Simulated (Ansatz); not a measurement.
Here is the system:

SiO2:
```cif
data_O4Si2
_chemical_formula_sum 'Si2 O4'
_space_group_name_H-M_alt 'P42/mnm'
_space_group_IT_number 136
_space_group_name_Hall '-P 4n 2n'
_cell_length_a 4.19474
_cell_length_b 4.19474
_cell_length_c 2.67841
_cell_angle_alpha 90.000
_cell_angle_beta 90.000
_cell_angle_gamma 90.000
loop_
_atom_site_label
_atom_site_type_symbol
_atom_site_symmetry_multiplicity
_atom_site_Wyckoff_symbol
_atom_site_fract_x
_atom_site_fract_y
_atom_site_fract_z
_atom_site_occupancy
Si1 Si 2 a 0.00000 0.00000 0.00000 1
O1 O 4 f 0.30606 0.30606 0.00000 1
```

This is the PBEsol-relaxed structure.

Q: All from PBEsol (plane waves, PAW; program Ansatz), unless another level is named. Estimate the band gap.

A: 5.35 eV (direct).

Q: Next, the hole effective mass?

A: 1.1, 1.1, 1.8 mₑ (principal values).

Q: What about the weight of the conduction-edge state by species (Voronoi cells)?

A: O 53 %, Si 47 %.

Q: Predict the weight of the valence-edge state by species (Voronoi cells).

A: O 99 %.

Space group P4_2/mnm (rutile). This is a known high-pressure phase of the composition, computed here at zero pressure and temperature. Symmetry was held in the PBEsol relaxation; its stability against distortions is not shown here.

Potentials: the later of the program's two PAW sets.
